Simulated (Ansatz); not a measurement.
## Deforming TiTc

```
Ti Tc
1.0
     3.11000    0.00000    0.00000
     0.00000    3.11000    0.00000
     0.00000    0.00000    3.11000
Ti Tc
1 1
Cartesian
  1.5550 1.5550 1.5550
  0.0000 0.0000 0.0000
```

Atom numbers follow the list: Ti1, Tc2.

Conventional cell: a = 3.110 Å, b = 3.110 Å, c = 3.110 Å, α = 90.00°, β = 90.00°, γ = 90.00°. Around Ti (atom 1) lie 8 Tc at 2.69 Å. Tc (atom 2) has 8 Ti at 2.69 Å as nearest neighbours.

The geometry is COD entry 1527274, unchecked; take it as a test cell.

Spin polarisation is left out, and whether a magnetic state lies lower isn't shown here.

The calculation used DFT, PBEsol, all-electron PAW with datasets made for the crystal, scalar-relativistic in Ansatz 0.2.0.

Settings: a Γ-centred 12×12×12 k mesh, Fermi–Dirac smearing of 0.08 eV, cutoff 280 eV (chosen by the program for this cell), no spin polarisation.

The unchanged cell is at -8.12 GPa.

In a metal, stresses and small energies carry noise from the k mesh.

x, y and z are the Cartesian axes of the cell as listed; fractional coordinates follow a strain, and an engineering shear is twice the off-diagonal strain component.

Question: One change gave: energy change under 1 meV/atom; stress change (xx, yy, zz, yz, xz, xy) 0.04, 0.04, 0.04, 0.58, 0.58, 0.58 GPa, compression positive. Which change was it?
A. equal xy, yz and zx engineering shear strains of +2 %
B. equal xy, yz and zx engineering shear strains of +1 %
C. equal xy, yz and zx engineering shear strains of -2 %
D. equal xy, yz and zx engineering shear strains of -1 %

Answer: D. For equal xy, yz and zx engineering shear strains of -2 %: energy change +3 meV/atom; stress change (xx, yy, zz, yz, xz, xy) 0.17, 0.17, 0.17, 1.23, 1.23, 1.23 GPa, compression positive. For equal xy, yz and zx engineering shear strains of +1 %: energy change under 1 meV/atom; stress change (xx, yy, zz, yz, xz, xy) 0.04, 0.04, 0.04, -0.51, -0.51, -0.51 GPa, compression positive. For equal xy, yz and zx engineering shear strains of +2 %: energy change +3 meV/atom; stress change (xx, yy, zz, yz, xz, xy) 0.16, 0.16, 0.16, -0.96, -0.96, -0.96 GPa, compression positive.
